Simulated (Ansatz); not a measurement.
Values for one crystal, relaxed and computed with PBE (plane waves, PAW; program Ansatz); other levels are named.

```yaml
volume_per_atom: 7.45 Å³
band_gap: 5.04 eV (indirect)
smallest_direct_gap_on_the_standard_path: 5.69 eV
conduction_band_minimum: on the Γ–R line, 52 % of the way from Γ (8 equivalent valleys)
valence_band_maximum: on the Γ–X line, 60 % of the way from Γ
Pressure derivative B′: 4.3
Formation energy from the elements (no fitted shifts): -44 kJ/mol-atom
```

Task: Which of these materials gives this?
A) SnTe, rock salt
B) SiN2, Pa-3 (Si on 4a, N on 8c)
C) GaP, zinc blende
D) RuS2, Pa-3 (Ru on 4a, S on 8c)

Result: B, SiN2, Pa-3 (Si on 4a, N on 8c)

The start of the workflow was typed in or built on a structure type; neither database checked (COD, Materials Project) lists it. Whether it is the stable phase at ambient conditions was not checked. The cell was relaxed with PBE under the symmetry of its start; whether a distortion lowers the energy is not shown. The references are the lowest solids computed at this level, not always the standard phases (solids in place of the gases).

Potentials: the earlier of the program's two PAW sets.
